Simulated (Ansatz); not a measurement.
ZnSe$_{2}$: relaxed-ion elastic tensor

These are results of Ansatz, DFT LDA, scalar-relativistic, plane waves, PAW, not measurements. Cutoff 420 eV, 6×6×6 k-points (Γ-centred), fixed occupations. No spin polarisation.

Relaxed structure:
```xyz
12
Lattice="6.1726 0.0000 0.0000 0.0000 6.1726 0.0000 0.0000 0.0000 6.1726" Properties=species:S:1:pos:R:3 pbc="T T T"
Zn    3.0863    3.0863    0.0000
Zn    3.0863    0.0000    3.0863
Zn    0.0000    3.0863    3.0863
Zn    0.0000    0.0000    0.0000
Se    0.6829    5.4897    2.4034
Se    5.4897    2.4034    0.6829
Se    2.4034    0.6829    5.4897
Se    3.7692    3.7692    3.7692
Se    5.4897    0.6829    3.7692
Se    0.6829    3.7692    5.4897
Se    3.7692    5.4897    0.6829
Se    2.4034    2.4034    2.4034
```

Task: Give the relaxed-ion elastic constants (GPa, Voigt order xx yy zz yz xz xy, on the axes of the cell above).

Result:
```
106.2  60.0  60.0   0.0   0.0   0.0
 60.0 106.2  60.0   0.0   0.0   0.0
 60.0  60.0 106.2   0.0   0.0   0.0
  0.0   0.0   0.0  42.1   0.0   0.0
  0.0   0.0   0.0   0.0  42.1   0.0
  0.0   0.0   0.0   0.0   0.0  42.1
```

Task: Is the crystal stable against homogeneous strain?

Result: Yes: the least eigenvalue of the tensor is 42.1 GPa.

Task: And the moduli of a polycrystal (Hill averages)?

Result: B = 75 GPa, G = 33 GPa, E = 87 GPa, ν = 0.31.

Whether ZnSe2 exists in this form wasn't checked.

Cost: 1 run of about 52 core-minutes, on Intel Xeon Processor @ 2.50GHz (Skylake/Cascade Lake) (shared hosts).